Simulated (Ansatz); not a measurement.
Re (dhcp (α-La type), space group No. 194) is relaxed with plane-wave PAW PBE (Ansatz code). What lattice parameters of the conventional cell result?

a = 2.776 Å, c = 8.957 Å.

Space group P6_3/mmc (dhcp (α-La type)). The first step of the workflow began from a Materials Project structure, measured or hypothetical. Its sites differ from those of the usual phase in this space group: another stacking or structure type. The cell was relaxed with PBE under the symmetry of its start; whether a distortion lowers the energy is not shown. No spin polarisation was allowed. Axis ratios of metals converge slowly with the k-mesh, so a and c are less sure than the volume. Spin–orbit coupling is left out wherever it is not named.

Potentials: the earlier of the program's two PAW sets.
